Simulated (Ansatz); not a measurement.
Nb₅Si₃:
```cif
data_Nb20Si12
_chemical_formula_sum 'Si12 Nb20'
_space_group_name_H-M_alt 'I4/mcm'
_space_group_IT_number 140
_space_group_name_Hall '-I 4 2c'
_cell_length_a 6.51122
_cell_length_b 6.51122
_cell_length_c 11.73319
_cell_angle_alpha 90.000
_cell_angle_beta 90.000
_cell_angle_gamma 90.000
loop_
_atom_site_label
_atom_site_type_symbol
_atom_site_symmetry_multiplicity
_atom_site_Wyckoff_symbol
_atom_site_fract_x
_atom_site_fract_y
_atom_site_fract_z
_atom_site_occupancy
Si1 Si 4 a 0.00000 0.00000 0.25000 1
Nb1 Nb 16 l 0.33387 0.16613 0.14928 1
Nb2 Nb 4 c 0.00000 0.00000 0.00000 1
Si2 Si 8 h 0.12934 0.37066 0.00000 1
```
(The calculation used a cell of 16 atoms; values per cell refer to that cell.)

Relaxed with LDA.

Task: Which orbitals make up the states near the Fermi level in DFT-LDA in the program Ansatz with PAW potentials?

Result: Within 0.5 eV of the Fermi level: Nb 4d 87 %, Si 3p 7 %. Projections are on Löwdin-orthogonalised atomic valence shells; empty p or d shells of many metals are not among them.

Task: Tabulate the density of states.

Result: States/eV per cell of 16 atoms, in 0.25 eV bins, energy from the Fermi level.

| E (eV) | total | Nb 4d | Si 3p | Nb 5s |
|---|---|---|---|---|
| -7.85 | 6.79 | 2.51 | 0.58 | 0.49 |
| -7.60 | 4.21 | 1.38 | 0.40 | 0.30 |
| -7.35 | 1.35 | 0.38 | 0.15 | 0.10 |
| -7.10 | 0.00 | 0.00 | 0.00 | 0.00 |
| -6.85 | 0.00 | 0.00 | 0.00 | 0.00 |
| -6.60 | 0.00 | 0.00 | 0.00 | 0.00 |
| -6.35 | 0.00 | 0.00 | 0.00 | 0.00 |
| -6.10 | 0.00 | 0.00 | 0.00 | 0.00 |
| -5.85 | 0.88 | 0.28 | 0.39 | 0.15 |
| -5.60 | 4.77 | 1.55 | 2.05 | 0.76 |
| -5.35 | 9.17 | 3.36 | 3.74 | 1.31 |
| -5.10 | 7.20 | 2.85 | 2.83 | 0.90 |
| -4.85 | 8.27 | 3.47 | 3.19 | 0.92 |
| -4.60 | 5.63 | 2.52 | 2.17 | 0.57 |
| -4.35 | 6.49 | 3.31 | 2.31 | 0.52 |
| -4.10 | 8.44 | 4.51 | 2.99 | 0.54 |
| -3.85 | 12.12 | 6.41 | 4.57 | 0.64 |
| -3.60 | 8.38 | 4.51 | 3.19 | 0.31 |
| -3.35 | 18.27 | 10.08 | 6.91 | 0.57 |
| -3.10 | 16.89 | 9.98 | 5.83 | 0.46 |
| -2.85 | 11.94 | 7.08 | 4.09 | 0.34 |
| -2.60 | 12.01 | 7.76 | 3.44 | 0.31 |
| -2.35 | 13.85 | 9.69 | 3.21 | 0.34 |
| -2.10 | 17.17 | 14.20 | 1.88 | 0.52 |
| -1.85 | 16.11 | 13.81 | 1.31 | 0.40 |
| -1.60 | 17.29 | 14.22 | 1.69 | 0.57 |
| -1.35 | 13.65 | 11.00 | 1.25 | 0.57 |
| -1.10 | 12.16 | 9.85 | 1.06 | 0.42 |
| -0.85 | 11.34 | 9.21 | 1.09 | 0.39 |
| -0.60 | 5.95 | 4.87 | 0.55 | 0.20 |
| -0.35 | 4.64 | 4.00 | 0.34 | 0.10 |
| -0.10 | 5.97 | 5.22 | 0.44 | 0.07 |
| 0.15 | 7.65 | 6.70 | 0.55 | 0.08 |
| 0.40 | 8.97 | 7.81 | 0.66 | 0.12 |
| 0.65 | 10.43 | 9.08 | 0.70 | 0.16 |
| 0.90 | 11.15 | 9.87 | 0.65 | 0.16 |
| 1.15 | 13.57 | 12.04 | 0.78 | 0.20 |
| 1.40 | 14.76 | 13.15 | 0.79 | 0.23 |
| 1.65 | 17.48 | 15.48 | 1.00 | 0.32 |
| 1.90 | 18.08 | 15.99 | 0.97 | 0.31 |
| 2.15 | 10.01 | 8.74 | 0.56 | 0.19 |
| 2.40 | 8.48 | 7.20 | 0.63 | 0.16 |
| 2.65 | 12.01 | 9.71 | 1.20 | 0.24 |
| 2.90 | 14.64 | 11.87 | 1.38 | 0.35 |
| 3.15 | 14.96 | 11.77 | 1.77 | 0.37 |
| 3.40 | 12.07 | 9.11 | 1.72 | 0.34 |
| 3.65 | 9.53 | 7.05 | 1.52 | 0.19 |
| 3.90 | 10.55 | 7.40 | 1.95 | 0.21 |
| 4.15 | 7.99 | 4.85 | 1.52 | 0.37 |
| 4.40 | 7.05 | 3.54 | 1.39 | 0.52 |
| 4.65 | 8.60 | 3.76 | 1.59 | 0.77 |

The workflow started from an entry of the Crystallography Open Database (COD), which files this formula under 2 space groups. Whether it is the stable phase at ambient conditions was not checked. The cell was relaxed with LDA under the symmetry of its start; its stability against distortions is not shown here. No spin polarisation was allowed. Scalar-relativistic: spin–orbit coupling is off unless named, which matters more the heavier the elements.

Potentials: the later of the program's two PAW sets.
